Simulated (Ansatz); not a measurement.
**Au: Grüneisen parameters and expansion**

Method: Ansatz 0.2.0, DFT PBEsol, scalar-relativistic, plane waves, PAW. Settings: 420 eV plane-wave cutoff, Γ-centred 20×20×20 mesh, Fermi-Dirac smearing of 0.15 eV. No spin polarisation. Phonons by linear response, acoustic sum rule imposed.

Relaxed structure:
```
Au
1.0
     0.00000    2.04166    2.04166
     2.04166    0.00000    2.04166
     2.04166    2.04166    0.00000
Au
1
Direct
  0.00000 0.00000 0.00000
```

In a metal, frequencies depend on the k mesh and the smearing, soft modes most. Spin–orbit coupling is left out, which can shift energies with elements as heavy as these.

Phonons on a 2×2×2 q mesh at 0.98, 1 and 1.02 times the equilibrium volume give γ = −d ln ν/d ln V, modes matched by rank. The cell has V = 17.02 Å³ with 1 atom and B = 175 GPa. Points of the mesh (fractions of the reciprocal vectors) with their weights out of 8; the acoustic modes at Γ are left out:

```
               q weight  ν (cm⁻¹)     γ  degeneracy
 0.00 0.00 -0.50       4        59  2.71           2
 0.00 0.00 -0.50       4       153  2.97           1
0.00 -0.50 -0.50       3        86  3.24           2
0.00 -0.50 -0.50       3       149  2.96           1
```

Problem. Work out the volume expansion coefficient at 50, 100, 300 and 800 K in Grüneisen's theory.

Solution. Each mode holds c = k_B x² eˣ/(eˣ − 1)², x = hcν/k_BT (k_B = 0.695 cm⁻¹/K). Weighted over the mesh, C_V = Σ c, γ̄ = Σ cγ/C_V and α_V = γ̄ C_V/(BV):
```tsv
T (K)	C_V (k_B a cell)	γ̄	α_V (10⁻⁶/K)
50	1.47	2.91	19.9
100	2.20	2.94	30.0
300	2.57	2.95	35.1
800	2.62	2.95	35.8
```

The classical limit of C_V is 3n = 3 k_B, less the 3/8 k_B of the three modes left out, which leaves C_V and α_V about 12 % low even at high temperature. All γ are positive, so the crystal expands at every temperature. For a cubic crystal the linear coefficient is a third of α_V. A mesh this coarse misses long acoustic waves, so the low-temperature rows are rough; B and γ are held at their static values, and the electrons' part is left out.

Problem. The zero-point energy of the cell, summed on a denser interpolated mesh, is 18.319, 17.273 and 16.258 meV at the three volumes. How far does it expand the lattice at 0 K?

Solution. P_zp = −dE_zp/dV = 2.061 meV / (0.681 Å³) × 0.16022 GPa Å³/meV = 0.485 GPa, so ΔV/V = P_zp/B = 0.28 %. This share is taken off a measured low-temperature volume before it is compared with a static calculation.

Cost: 6 runs of about 2.8 core-minutes in all, on Intel Xeon 6975P-C (Granite Rapids) (shared hosts).